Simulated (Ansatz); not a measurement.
Consider the following.

LaCrGe$_{3}$:
```
CELL_PARAMETERS angstrom
      6.17839     0.00000     0.00000
     -3.08920     5.35065     0.00000
      0.00000     0.00000     5.97906
ATOMIC_POSITIONS crystal
  La 0.33333 0.66667 0.75000
  La 0.66667 0.33333 0.25000
  Cr 0.00000 0.00000 0.00000
  Cr 0.00000 0.00000 0.50000
  Ge 0.19477 0.38954 0.25000
  Ge 0.80523 0.19477 0.75000
  Ge 0.61046 0.80523 0.25000
  Ge 0.80523 0.61046 0.75000
  Ge 0.19477 0.80523 0.25000
  Ge 0.38954 0.19477 0.75000
```
The run is spin-polarised; directions of the spins, atom by atom: 0 0 ↑ ↑ 0 0 0 0 0 0.

This is the r²SCAN-relaxed structure.

Q: All from r²SCAN (plane waves, PAW; program Ansatz), unless another level is named. Give the electronic character.

A: metallic (no gap).

Q: Next, the formation energy from the elements (no fitted shifts)?

A: -0.49 eV/atom.

Q: Next, the density of states at the Fermi level?

A: 0.23 states/eV per atom (mean over ±0.08 eV).

Space group P6_3/mmc. The workflow started from an entry of the Crystallography Open Database (COD, 295 K). Its standing as an ambient phase is unchecked. The r²SCAN relaxation kept the symmetry of its start; whether a distortion lowers the energy is not shown. The final state is ferromagnetic, chosen from 2 collinear starts compared on coarse meshes (ties went to the first, and starts can fall back to one state), not a proven ground state. The program gave a warning on the electronic state, which may not be the lowest. The references are the lowest solids computed at this level, not always the standard phases. Scalar-relativistic: spin–orbit coupling is off unless named, which matters more the heavier the elements.

Potentials: the later of the program's two PAW sets.
